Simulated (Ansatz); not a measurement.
Is this Al₄FeCo₃ structure a true minimum?

It was reached by relaxing an invented guess, and it needn't be the stable form of this composition.

All numbers below come from DFT PBE, scalar-relativistic, plane waves, PAW (Ansatz). Cutoff 420 eV; k points 10×10×10 on the computed 8-atom cell (Γ-centred); Gaussian smearing, width 0.10 eV; no spin polarisation.

The cell below (8 atoms, space group Im-3m (No. 229)) is relaxed within its symmetry.

```
CELL_PARAMETERS angstrom
-2.85419 2.85419 2.85419
2.85419 -2.85419 2.85419
2.85419 2.85419 -2.85419
ATOMIC_POSITIONS crystal
Al 0.00000 0.50000 0.00000
Al 0.50000 0.50000 0.50000
Al 0.00000 0.00000 0.50000
Al 0.50000 0.00000 0.00000
Fe 0.00000 0.00000 0.00000
Co 0.50000 0.00000 0.50000
Co 0.50000 0.50000 0.00000
Co 0.00000 0.50000 0.50000
```

For the test it was strained at random (σ = 1.5 % a component), the atoms were moved at random (σ = 0.10 Å), and all was relaxed again on a coarse 6×6×6 mesh (in the run’s order of axes) with 0.20 eV smearing, with no symmetry imposed.

Trial moments died out on the coarse mesh, so the last step has no spin; another magnetic start might hold.

Problem. What happens?

Solution. It returns, within 1 meV/atom of the unmoved cell on that mesh and with the same symmetry when read at 0.1 Å. No instability shows in this cell; modes of other wave vectors, which need another repeat, aren't tested.
